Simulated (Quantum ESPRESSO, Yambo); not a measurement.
**G0W0 results for CdO₂H₂ monolayer**

```xyz
5
Lattice="3.5093 0.0000 0.0000 -1.7546 3.0391 0.0000 0.0000 0.0000 17.3000" Properties=species:S:1:pos:R:3 pbc="T T T"
H      1.7546     1.0130    -2.0494
H      0.0000     2.0261     2.0494
O      1.7546     1.0130    -1.0836
O      0.0000     2.0261     1.0836
Cd     0.0000     0.0000     0.0000
```

The layer was cut from Materials Project entry mp-625548 and relaxed with PBEsol in a cell 17.3 Å high, with the Coulomb interaction truncated along z.

Starting point: PBEsol (Quantum ESPRESSO, PseudoDojo norm-conserving, 102 Ry, without SOC). G0W0 in Yambo: 6×6×1 Γ-centred k mesh, bands 5 to 172 and a 8 Ry block in the screening, 172 bands in G with the Bruneval-Gonze terminator, plasmon pole fitted at 27.2 eV, slab-truncated Coulomb interaction, stochastic integration of W near q = 0.

```json
{
 "PBEsol gap along the band path": "2.26 eV",
 "PBEsol gap between the mesh's edge points (Γ → Γ)": "2.26 eV",
 "G0W0 gap between the same points": "5.00 eV"
}
```

```
k point  band  E PBEsol (eV)  E QP (eV)  shift (eV)     Z
-------  ----  -------------  ---------  ----------  ----
Γ          VB           0.00      -1.62       -1.62  0.80
Γ          CB           2.26       3.38        1.12  0.89
M          VB          -0.03      -1.62       -1.60  0.80
M          CB           6.19       7.51        1.32  0.89
K          VB          -1.12      -2.94       -1.81  0.80
K          CB           7.29       9.62        2.33  0.84
```

Energies count from the PBEsol valence-band maximum.

Nearest settings tried, and what they do to the gap: 110 bands in G: +6 meV; 79 bands in W: +173 meV; 7 Ry block (393 vectors against 443): -12 meV. Not varied: mesh, cell height. So the settings aren't converged at that level.

Spin-orbit splittings are left out.

This is a model layer cut from the bulk structure; whether it is stable on its own was not checked.
